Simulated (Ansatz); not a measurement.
CoSi$_{2}$:
```
CoSi2
1.0
    0.00000     2.68015     2.68015
    2.68015     0.00000     2.68015
    2.68015     2.68015     0.00000
Co Si
1 2
Direct
  0.00000   0.00000   0.00000
  0.75000   0.75000   0.75000
  0.25000   0.25000   0.25000
```

Relaxed with PBE.

### Question
Which orbitals make up the states near the Fermi level in PBE (plane waves, PAW; program Ansatz)?

### Answer
Within 0.5 eV of the Fermi level: Co 3d 46 %, Si 3p 42 %, outside the projected shells 8 %. Projections are on Löwdin-orthogonalised atomic valence shells; empty p or d shells of many metals are not among them.

### Question
Tabulate the density of states.

### Answer
States/eV per cell of 3 atoms, in 0.25 eV bins, energy from the Fermi level.

```csv
E (eV),total,Co 3d,Si 3p,Si 3s
-7.85,0.74,0.07,0.24,0.41
-7.60,0.70,0.08,0.22,0.38
-7.35,0.67,0.09,0.21,0.36
-7.10,0.71,0.11,0.25,0.33
-6.85,0.73,0.12,0.27,0.31
-6.60,0.82,0.15,0.33,0.31
-6.35,0.78,0.15,0.36,0.24
-6.10,0.75,0.13,0.40,0.18
-5.85,0.72,0.13,0.41,0.14
-5.60,0.80,0.15,0.49,0.12
-5.35,0.84,0.17,0.52,0.11
-5.10,0.92,0.20,0.58,0.10
-4.85,1.03,0.24,0.65,0.10
-4.60,1.19,0.30,0.74,0.09
-4.35,1.47,0.43,0.89,0.09
-4.10,2.59,0.99,1.43,0.09
-3.85,3.01,1.25,1.58,0.10
-3.60,3.05,1.45,1.46,0.07
-3.35,1.85,0.86,0.89,0.05
-3.10,1.55,0.78,0.66,0.06
-2.85,2.05,1.20,0.68,0.08
-2.60,1.44,0.91,0.43,0.04
-2.35,1.80,1.29,0.40,0.03
-2.10,3.03,2.38,0.49,0.02
-1.85,5.18,4.43,0.45,0.04
-1.60,5.26,4.69,0.33,0.03
-1.35,3.04,2.60,0.21,0.04
-1.10,2.86,2.17,0.47,0.06
-0.85,2.41,1.55,0.65,0.05
-0.60,2.86,1.69,0.94,0.05
-0.35,1.78,0.87,0.73,0.05
-0.10,1.20,0.55,0.50,0.04
0.15,0.90,0.38,0.39,0.04
0.40,0.71,0.27,0.31,0.04
0.65,0.57,0.20,0.25,0.05
0.90,0.49,0.14,0.19,0.10
1.15,0.32,0.09,0.15,0.03
1.40,0.34,0.09,0.13,0.07
1.65,0.80,0.35,0.15,0.24
1.90,1.20,0.52,0.23,0.37
2.15,1.71,0.63,0.45,0.49
2.40,2.32,0.62,0.81,0.67
2.65,1.54,0.36,0.59,0.43
2.90,0.75,0.18,0.30,0.17
3.15,0.49,0.10,0.14,0.05
3.40,0.58,0.11,0.19,0.04
3.65,2.45,0.58,1.24,0.21
3.90,2.46,0.46,1.23,0.22
4.15,1.62,0.25,0.82,0.15
4.40,1.47,0.20,0.75,0.16
4.65,1.17,0.15,0.61,0.16
```

Space group Fm-3m (fluorite or antifluorite type). The cell was relaxed with PBE under the symmetry of its start. No spin polarisation was allowed.

Potentials: the earlier of the program's two PAW sets.
